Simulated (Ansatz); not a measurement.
# Structure search: one Ge₄F candidate

Level of theory: DFT PBE, scalar-relativistic, plane waves, PAW (Ansatz 0.2.0). Cutoff 420 eV, Gaussian smearing, Γ-centred meshes. Cell and atoms relax first on a coarse mesh and then on a finer one. In between, the cell is made exact in the group found at 0.06 Å. In metals the finer mesh still leaves noise of several meV/atom or more. The steps can't lower the symmetry of their start. No spin polarisation.

A trial structure of Ge₄F was built thus: random cell by space group and Wyckoff sites (P6/mmm, No. 191). Its size is a rough estimate.

```cif
data_structure
_symmetry_space_group_name_H-M 'P6/mmm'
_symmetry_Int_Tables_number 191
_cell_length_a 3.7628
_cell_length_b 3.7628
_cell_length_c 7.0772
_cell_angle_alpha 90.000
_cell_angle_beta 90.000
_cell_angle_gamma 120.000
_cell_volume 86.78
loop_
_atom_site_label
_atom_site_type_symbol
_atom_site_symmetry_multiplicity
_atom_site_Wyckoff_symbol
_atom_site_fract_x
_atom_site_fract_y
_atom_site_fract_z
_atom_site_occupancy
Ge1 Ge 4 h 0.33333 0.66667 0.84209 1
F1 F 1 a 0.00000 0.00000 0.00000 1
```

Formation energies are uncorrected and refer to the elements' standard structures at the same level (F₂ as a molecule).

Question: What does it relax into?

Answer: The symmetry stays P6/mmm (No. 191). The volume per atom grows by 11.6 %, from 17.4 to 19.4 Å³. The shortest distance goes from 2.17 Å (Ge–Ge) to 2.54 Å (Ge–Ge). The ratio c/a of the conventional cell changes by a factor of 0.70. The energy falls by about 1.2 eV/atom (the start's value is from the coarse mesh). Conventional cell: a = 4.405 Å, c = 5.765 Å. Ge has 4 Ge at 2.54–2.67 Å, 3 F at 2.87 Å and 1 Ge at 3.10 Å; around F lie 12 Ge at 2.87 Å (long contacts).

```
Ge F
1.0
     4.40530    0.00000    0.00000
    -2.20265    3.81510    0.00000
     0.00000    0.00000    5.76471
Ge F
4 1
Direct
  0.33333 0.66667 0.76875
  0.33333 0.66667 0.23125
  0.66667 0.33333 0.23125
  0.66667 0.33333 0.76875
  0.00000 0.00000 0.00000
```

Question: How does it come out in energy, and is it a metal?

Answer: The formation energy is −0.19 eV/atom and the gap on the 12×12×8 mesh of the 5-atom cell is 0 eV (a metal).

A negative formation energy is needed for stability but isn't enough: competing phases decide.

The last run used Gaussian smearing of 0.10 eV. Weakly bound directions are ill-defined at this level, which has no dispersion term. Symmetry constrained the relaxation, so the result can be a saddle point.
